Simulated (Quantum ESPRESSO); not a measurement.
# Al3Mg3LiTa: one composition in several site orders

Simulated, not a measurement. The program is pw.x of Quantum ESPRESSO 7.5 (plane-wave density functional theory). The cell is made up: eight metal atoms on a hexagonal close-packed lattice, with elements, volume, strain and displacements drawn at random and not relaxed, so it may be unstable or far from any real phase. PseudoDojo standard norm-conserving files set the functional (PBE unless stated); there is no spin polarisation or spin-orbit coupling, the Fermi-Dirac width of 0.25 eV means electrons at about 2900 K, and the masses in the input are unused placeholders. Heavy elements are run without spin-orbit coupling, which real alloys of them have. A spin test at this wide smearing found no moment, but such smearing suppresses magnetism that the real alloy may have.

The runs put one composition on the sites in different orders. Cell, positions, cutoff, mesh and smearing stay as in the input of run 1; sites are counted in its order. Stress in the tables is positive in tension.

Input of run 1:

```
&control calculation='scf', pseudo_dir='./dojo.nc.sr.pbe.v0_5.standard.upf', outdir='./o', disk_io='minimal', tprnfor=.true., tstress=.true. /
&system ibrav=0, nat=8, ntyp=4, nbnd=37, ecutwfc=84.00895049, nosym=.true., tot_charge=0,
 occupations='smearing', smearing='fd', degauss=0.0183746611
/
&electrons conv_thr=1.470e-08, electron_maxstep=70, mixing_beta=0.5 /
ATOMIC_SPECIES
Al 1.0 Al.upf
Li 1.0 Li.upf
Mg 1.0 Mg.upf
Ta 1.0 Ta.upf
CELL_PARAMETERS angstrom
3.052 0.0 4.9176
3.052 0.0 -4.9176
-3.052 5.2862 0.0
ATOMIC_POSITIONS angstrom
Al 0.0014 0.0719 0.0096
Al -1.5742 2.6203 0.0264
Mg 3.0495 1.704 -2.4738
Mg 1.495 4.3759 -2.4983
Li 3.0927 -0.002 0.0408
Ta 1.5929 2.7544 -0.0042
Mg 3.055 1.7693 2.4689
Al 1.5171 4.3976 2.4499
K_POINTS automatic
6 6 5 1 1 1
```

| run | elements on sites 1 to 8 | free energy less that of run 1 (eV) | -TS (eV) | pressure (GPa) | stress xx (GPa) | stress yy (GPa) | stress zz (GPa) | stress yz (GPa) | stress xz (GPa) | stress xy (GPa) | iterations |
| --- | --- | --- | --- | --- | --- | --- | --- | --- | --- | --- | --- |
| 1 | Al Al Mg Mg Li Ta Mg Al | 0.000 | -0.942 | -4.36 | 6.38 | 4.33 | 2.35 | 0.38 | -0.13 | 1.80 | 10 |
| 2 | Al Al Mg Mg Al Li Ta Mg | 0.254 | -1.056 | -3.69 | 2.40 | 3.27 | 5.42 | 0.12 | -1.73 | 0.11 | 10 |
| 3 | Mg Li Mg Ta Mg Al Al Al | -0.162 | -0.915 | -4.40 | 6.80 | 5.18 | 1.21 | -0.40 | 0.24 | 1.42 | 9 |
| 4 | Ta Mg Al Mg Mg Li Al Al | 0.191 | -1.010 | -3.81 | 3.10 | 2.40 | 5.92 | -0.05 | -1.20 | -0.43 | 10 |
| 5 | Mg Al Mg Li Al Mg Al Ta | -0.024 | -0.973 | -4.37 | 2.89 | 5.37 | 4.86 | -0.79 | 1.21 | -1.22 | 10 |
| 6 | Al Al Li Ta Mg Mg Mg Al | -0.088 | -0.935 | -4.40 | 6.83 | 1.99 | 4.40 | 0.73 | 1.19 | 0.58 | 10 |

Forces Fx Fy Fz (eV/Å):

```
site             run 1              run 2              run 3             run 4              run 5              run 6
   1  0.00 -0.21 -0.27    0.10 0.39 -0.67   0.19 -0.39 -0.38   0.17 0.08 -0.19   0.09 -0.32 -0.26    0.00 -0.56 0.01
   2   0.07 0.18 -0.37   0.15 -0.39 -0.12    0.08 0.26 -0.22   0.15 0.19 -0.34    0.17 0.48 -0.50     0.27 0.53 0.28
   3   -0.01 0.44 0.13     0.02 0.28 0.10     0.01 0.39 0.04  0.01 -0.23 -0.46     0.09 0.15 0.21   -0.04 0.14 -0.04
   4   0.17 -0.12 0.08     0.15 0.09 0.10    0.14 -0.20 1.17    0.14 0.23 0.35    0.05 0.08 -0.07    0.13 0.23 -0.53
   5  -0.11 0.06 -0.15    -0.18 0.50 0.34  -0.31 -0.25 -0.10  -0.21 0.01 -0.16   -0.08 -0.36 0.07  -0.24 -0.18 -0.38
   6  -0.18 -0.10 0.76  -0.11 -0.29 -0.01   -0.12 0.17 -0.32  -0.16 -0.26 0.12  -0.19 -0.09 -0.01  -0.17 -0.13 -0.07
   7    0.06 0.16 0.07   -0.12 -0.53 0.04   -0.04 0.18 -0.20  -0.11 -0.43 0.62   -0.06 0.00 -0.27    0.01 -0.05 0.31
   8  0.00 -0.42 -0.24   -0.02 -0.05 0.23    0.05 -0.18 0.00    0.01 0.41 0.04    -0.07 0.06 0.82     0.05 0.03 0.42
```

The sites are displaced and not relaxed, so the energy differences hold strain from misfit and are not ordering energies. A rerun of one cell of this series at a higher cutoff and on a denser mesh moved values by no more than 0.004 eV in energy, 0.05 GPa in stress and 0.007 eV/Å in force, and a second program with other atomic files agreed on that cell to 2 % rms in force and 0.5 GPa in pressure.